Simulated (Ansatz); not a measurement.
A trial cell of ZnInGaO4 was relaxed with PBE (plane waves to 420 eV, PAW, scalar-relativistic; Ansatz, a first-principles code).

Before: P-4 (No. 81), tP7; a = 4.930 Å, b = 4.930 Å, c = 3.655 Å, α = 90.00°, β = 90.00°, γ = 90.00°.

After relaxation:

Simulated powder pattern, Cu Kα1, λ = 1.54056 Å (kinematic, ideal powder, no thermal factors, no anomalous dispersion; the 24 strongest lines at most, above 1 %, up to 2θ = 90°):

```
2θ (°)  I/Imax (%)
------  ----------
16.54           45
20.51           41
29.17          100
33.43           19
33.71           37
39.54           18
41.72           22
44.95           60
45.17           11
46.92           11
54.48           49
58.83          9.2
59.94          6.1
60.47           17
63.16          4.7
68.03          4.3
68.53           16
70.23          5.2
70.89          9.7
71.05          7.1
77.79           11
78.43           22
85.15          6.1
89.40          3.7
```

**Question.** Identify the relaxed structure from its pattern: crystal system, space group and cell.

**Answer.** Tetragonal, P-42m (No. 111), tP7; a = b = 4.326 Å, c = 5.356 Å, α = β = γ = 90.00°. Sites: Ga 1d (0.500, 0.500, 0.000); In 1a (0.000, 0.000, 0.000); O 4n (0.263, 0.263, 0.764); Zn 1c (0.000, 0.000, 0.500).

**Question.** Index the strongest lines.

**Answer.** 16.54° (001), 20.51° (100), 29.17° (110), 44.95° (112), 54.48° (202).

No spin polarisation in the result.

The run could not lose the symmetry of its start: the end is stationary, and may be a saddle point rather than a minimum.

The relaxed structure here is a generated cell of ZnInGaO4: the first start was made by a random draw of sites in a space group, and the end was not matched to a known phase here, so it may be hypothetical. Known forms of ZnInGaO4 include space group No. 160.
